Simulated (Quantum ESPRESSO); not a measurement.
# Planted mistakes on one cell of Al3ZnAs3S

These are calculations, not measurements. They come from pw.x of Quantum ESPRESSO 7.5, a plane-wave density functional program, with PseudoDojo standard norm-conserving files (v0.5 for PBE, v0.4.1 for LDA and PBEsol). The cells are made up: elements, strain and atom displacements were drawn at random, and nothing was relaxed. There is no spin polarisation, spin-orbit coupling or dispersion term.

The cell has 8 sites of a zincblende or diamond lattice. Sites 1 to 4 hold Al Zn Al Al; sites 5 to 8 hold As As S As. Cell vectors in Å: (5.767, 0.000, 0.000); (0.000, 5.767, 0.000); (0.000, 0.000, 5.767). Settings: PBE, cutoff 1143 eV, 4 x 4 x 4 k mesh shifted by half a step, Fermi-Dirac smearing of 0.025 eV.

The intended run has a self-consistency threshold of 1e-07 eV, a smearing term of 0.000 eV, a pressure of -1.88 GPa and 10 iterations. Each further run changes one thing: atoms of sites 4 and 8 exchanged; cutoff 580 eV; k mesh 1 x 1 x 1; one electron removed; smearing 0.49 eV; threshold 0.07 eV. A coarse mesh keeps the shift, and a charged cell sits in a uniform background.

| run | change of free energy (eV) | smearing term -TS (eV) | change of P (GPa) | largest change of a force component (eV/Å) | iterations |
| --- | --- | --- | --- | --- | --- |
| A | 0.010 | 0.000 | 0.34 | 1.321 | 4 |
| B | -0.283 | -1.069 | 0.55 | 0.120 | 10 |
| C | 162.539 | 0.000 | -554.51 | 0.485 | 10 |
| D | 3.832 | -0.005 | 3.84 | 0.737 | 11 |
| E | -5.680 | -0.007 | -8.83 | 0.426 | 12 |
| F | 6.851 | 0.000 | 4.60 | 0.707 | 11 |

A rerun of the intended cell at 1437 eV and k mesh 6 x 6 x 6 moved values by no more than 0.007 eV in the cell's energy, 0.02 GPa in stress and 0.002 eV/Å in force.

Question: which change belongs to which run?

## Worked reading

Run A has the fewest iterations, as a run stopped early does. Run B has the largest smearing term, as wide smearing gives. Run C has a higher energy and the largest fall in pressure, as too small a basis gives. Energies from files of another functional, or of a charged cell, have another zero and say nothing on stability; the pressure of a charged cell rests on the program's zero of potential too.

## Key

```
run                            change
  A                 threshold 0.07 eV
  B                  smearing 0.49 eV
  C                     cutoff 580 eV
  D  atoms of sites 4 and 8 exchanged
  E              one electron removed
  F                  k mesh 1 x 1 x 1
```